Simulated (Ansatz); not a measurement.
AlSiTe$_{3}$:
Space group P-31m (No. 162); a = b = 6.863 Å, c = 7.207 Å, α = β = 90.00°, γ = 120.00°

```csv
atom,site,symmetry,x,y,z
Al,2d,3.2,0.3333,0.6667,0.5000
Si,2e,3.m,0.0000,0.0000,0.3418
Te,6k,..m,0.3541,0.3541,0.7452
```

Relaxed at zero pressure with DFT-r²SCAN+D4 in the program Ansatz with PAW potentials.

The volume is lowered by 3 % and shape and atoms relax at that volume. What pressure results, and how do the axes share the change?

0.7 GPa; a -0.4 %, b -0.4 %, c -2.2 %; the energy rises by 2 meV/atom.

Give the new structure.


Space group P-31m (No. 162); a = b = 6.834 Å, c = 7.049 Å, α = β = 90.00°, γ = 120.00°

| atom | site | symmetry | x | y | z |
|---|---|---|---|---|---|
| Al | 2d | 3.2 | 0.3333 | 0.6667 | 0.5000 |
| Si | 2e | 3.m | 0.0000 | 0.0000 | 0.3387 |
| Te | 6k | ..m | 0.3546 | 0.3546 | 0.7504 |

The phase is kept; no other phase was compared at this pressure.

The first step of the workflow began from a Materials Project structure, measured or hypothetical; the Crystallography Open Database copy checked does not list it. Its standing as an ambient phase is unchecked. The r²SCAN+D4 relaxation kept the symmetry of its start; whether a distortion lowers the energy is not shown. Scalar-relativistic: spin–orbit coupling is off unless named, which matters more the heavier the elements.

Potentials: the later of the program's two PAW sets.
